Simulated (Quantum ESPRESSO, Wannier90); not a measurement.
Tight-binding from DFT: CdI$_{2}$ (CdI2 type)

```
CELL_PARAMETERS angstrom
      4.29101     0.00000     0.00000
     -2.14551     3.71612     0.00000
      0.00000     0.00000     7.30358
ATOMIC_POSITIONS crystal
  Cd 0.00000 0.00000 0.00000
  I  0.33333 0.66667 0.23579
  I  0.66667 0.33333 0.76421
```

Cell from Materials Project (mp-567259), symmetrised, no further relaxation. COD (Crystallography Open Database) has the formula in 5 space groups, this one among them (matched by group alone). Level: PBEsol, spinors with spin-orbit coupling; pw.x of Quantum ESPRESSO at 82 Ry with PseudoDojo potentials, 6×6×4 k-points, Wannier90. Density: 12×12×4 mesh, cold smearing 0.01 Ry. The cell is built of weakly bound layers, chains or molecules, whose nearest atoms lie 4.59 Å apart. Database cells relaxed without dispersion often hold them too far apart, which can enlarge gaps and weakens couplings between them; spacing and stacking were not compared with the measured crystal.

Base run: 24 functions from bands 9-12,23-62 of the 62 computed, start hydrogen-like Cd: s;p; I: s;p, centres 0.05 Å off the atoms, frozen window up to 3.50 eV relative to the valence-band maximum, outer window open. Bands 13–16 (Cd 4d 98 %), 17–22 (Cd 4d 97 %) lie between the kept ones and are excluded. Rows change the key named; with other orbitals the number of functions and the frozen window follow, as listed; window edges are relative to the valence-band maximum. The misfit compares interpolated bands with pw.x on a high-symmetry path, for states up to 3.0 eV relative to the valence-band maximum. Converged means that the tolerances were met: symmetric starts can stop on a saddle, which shows as a larger Ω_OD at equal Ω_I and can move the misfit too.

Rows with other orbitals or bands describe another subspace, so their Ω_I can't be set against the base's. Runs that didn't settle are not listed.

```json
[
 {"setting": "base", "orbitals": "Cd sp, I sp", "bands": "9-12,23-62", "functions": "24", "frozen to (eV)": "3.50", "Ω_I (Å²)": "41.38", "Ω_D (Å²)": "0.02", "Ω_OD (Å²)": "7.72", "rms misfit (meV)": "3.2", "worst (meV)": "35", "ended": "converged"},
 {"setting": "num_iter = 0 (projection only), orbitals on the atoms", "orbitals": "Cd sp, I sp", "bands": "9-12,23-62", "functions": "24", "frozen to (eV)": "3.50", "Ω_I (Å²)": "41.38", "Ω_D (Å²)": "0.03", "Ω_OD (Å²)": "18.36", "rms misfit (meV)": "2.5", "worst (meV)": "22", "ended": "no minimisation"},
 {"setting": "start: atomic waves of the pseudopotential files", "orbitals": "Cd 5s, I 5s, I 5p", "bands": "9-12,23-62", "functions": "18", "frozen to (eV)": "3.50", "Ω_I (Å²)": "34.17", "Ω_D (Å²)": "0.04", "Ω_OD (Å²)": "6.66", "rms misfit (meV)": "3.9", "worst (meV)": "32", "ended": "converged"},
 {"setting": "atomic waves with projectability windows 0.01 and 0.95", "orbitals": "Cd 5s, I 5s, I 5p", "bands": "9-12,23-62", "functions": "18", "frozen to (eV)": "3.50", "Ω_I (Å²)": "34.17", "Ω_D (Å²)": "0.04", "Ω_OD (Å²)": "6.66", "rms misfit (meV)": "3.9", "worst (meV)": "32", "ended": "converged"},
 {"setting": "start: SCDM erfc with a higher mu, no disentanglement steps", "orbitals": "Cd 5s, I 5s, I 5p", "bands": "9-12,23-62", "functions": "18", "frozen to (eV)": "none", "Ω_I (Å²)": "34.35", "Ω_D (Å²)": "0.02", "Ω_OD (Å²)": "4.75", "rms misfit (meV)": "34", "worst (meV)": "320", "ended": "converged"}
]
```
